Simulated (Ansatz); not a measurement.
TiO2 (rutile)

```
TiO2
1.0
    4.64353     0.00000     0.00000
    0.00000     4.64353     0.00000
    0.00000     0.00000     2.96370
Ti O
2 4
Direct
  0.00000   0.00000   0.00000
  0.50000   0.50000   0.50000
  0.30512   0.30512   0.00000
  0.80512   0.19488   0.50000
  0.19488   0.80512   0.50000
  0.69488   0.69488   0.00000
```

Scan: atom 2 (Ti, nearest neighbour O at 1.958 Å; its periodic images, 3.0 Å or more away, move with it) is displaced along Cartesian x, direction (1.000, 0.000, 0.000) in Cartesian axes, by s. The other atoms stay.

Method: PBE (plane waves to 420 eV, PAW, scalar-relativistic; Ansatz, a quantum-chemistry and plane-wave program). k mesh 6×6×9 (Γ-centred), Fermi-Dirac smearing 0.05 eV. E stands for the smeared free energy. The PAW data are Ansatz's earlier set. TiO2 is run without spin polarisation. TiO2 was relaxed with its symmetry unable to fall. ΔE is measured from the undisplaced structure.

### Question
Predict the ΔE (eV/cell) at s (Å) = -0.200, -0.160, -0.040, 0.040, 0.080, 0.120, 0.160, 0.200.

### Answer
```json
[
 {"s (Å)": "-0.200", "ΔE (eV/cell)": "0.2940"},
 {"s (Å)": "-0.160", "ΔE (eV/cell)": "0.1876"},
 {"s (Å)": "-0.040", "ΔE (eV/cell)": "0.0117"},
 {"s (Å)": "0.040", "ΔE (eV/cell)": "0.0117"},
 {"s (Å)": "0.080", "ΔE (eV/cell)": "0.0467"},
 {"s (Å)": "0.120", "ΔE (eV/cell)": "0.1053"},
 {"s (Å)": "0.160", "ΔE (eV/cell)": "0.1876"},
 {"s (Å)": "0.200", "ΔE (eV/cell)": "0.2940"}
]
```

(For displaced atoms, the force is minus the slope of the energy, and its curvature is a force constant, which sets phonon frequencies.)
